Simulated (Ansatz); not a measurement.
## Lattice vibrations of InGa₃As₄ at Γ

Theory: Ansatz 0.2.0, DFT PBE, scalar-relativistic, plane waves, PAW. Cutoff 420 eV, 10×10×4 k-points (Γ-centred), Fermi-Dirac smearing of 0.15 eV. No spin polarisation. Phonons by linear response, acoustic sum rule imposed.

Relaxed structure:
```
CELL_PARAMETERS angstrom
4.13424 0.00000 0.00000
0.00000 4.13424 0.00000
0.00000 0.00000 11.76173
ATOMIC_POSITIONS crystal
In 0.00000 0.00000 0.00000
Ga 0.50000 0.50000 0.25907
Ga 0.00000 0.00000 0.50000
Ga 0.50000 0.50000 0.74093
As 0.50000 0.00000 0.37961
As 0.00000 0.50000 0.62039
As 0.50000 0.00000 0.86028
As 0.00000 0.50000 0.13972
```

The structure comes from a generated guess, relaxed at this level; another structure or a mixture of phases may lie lower. In a metal, frequencies depend on the k mesh and the smearing, soft modes most.

Optical modes at Γ:
```tsv
frequency (cm⁻¹)	degeneracy
52	2
63	2
72	2
111	1
119	1
200	1
201	1
208	2
228	2
229	2
236	1
239	2
249	1
252	1
```

All 21 optical modes at Γ are real: no displacement of atoms at fixed cell lowers the energy to second order. Strains and modes at other wave vectors aren't tested by this run.
